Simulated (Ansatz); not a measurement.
**Calculated 41K NMR of the central transition for K₂AlH₂OF₅**

Cell: a Materials Project structure (computed, not necessarily an observed phase), atoms as given.

Space group Cmcm (No. 63); a = 9.4244, b = 8.1060, c = 7.6090 Å.

| site | Wyckoff | site symmetry | x | y | z |
| --- | --- | --- | --- | --- | --- |
| K | 8g | ..m | 0.2895 | 0.7867 | 0.2500 |
| Al | 4a | 2/m.. | 0.0000 | 0.0000 | 0.5000 |
| H | 8f | m.. | 0.5000 | 0.1080 | 0.1481 |
| O | 4c | m2m | 0.5000 | 0.0329 | 0.2500 |
| F13 | 4c | m2m | 0.5000 | 0.4944 | 0.7500 |
| F15 | 8e | 2.. | 0.8090 | 0.0000 | 0.0000 |
| F19 | 8f | m.. | 0.5000 | 0.2759 | 0.0023 |

One atom of each set is listed; the run and its k-mesh use a cell of 22 atoms with edges of 6.22, 6.22, 7.61 Å.

All values are calculated (Ansatz; DFT, PBE, plane waves and PAW, scalar-relativistic, 420 eV cutoff, Γ-centred 4×4×3 k-points, Fermi–Dirac smearing 0.02 eV), not measured.

41K has I = 3/2 and Q = 73.40 mb (Pyykkö 2018); at 7.05 T its Larmor frequency is ν₀ = 7.7 MHz. Only the quadrupole interaction is simulated: positions count from each site's isotropic chemical shift, and J coupling is left out, as are shift anisotropy and dipolar coupling, which fast spinning averages.

Q: Simulate the second-order pattern (fast magic-angle spinning, Gaussian broadening 0.3 kHz) of site K (10 F at 2.73–3.32 Å, 2 O at 2.81–3.42 Å).

A: The calculation gives C_Q = -0.781 MHz and η = 0.95, so ν_Q = 0.390 MHz and the centre of gravity lies at -334 ppm (-2.57 kHz).

(offset (kHz), height): (-5.968, 0), (-5.695, 5), (-5.422, 15), (-5.149, 17), (-4.876, 19), (-4.603, 20), (-4.329, 21), (-4.056, 23), (-3.783, 25), (-3.510, 29), (-3.237, 51), (-2.964, 89), (-2.691, 100), (-2.418, 71), (-2.145, 54), (-1.872, 45), (-1.598, 40), (-1.325, 36), (-1.052, 33), (-0.779, 30), (-0.506, 28), (-0.233, 25), (0.040, 10), (0.313, 0)
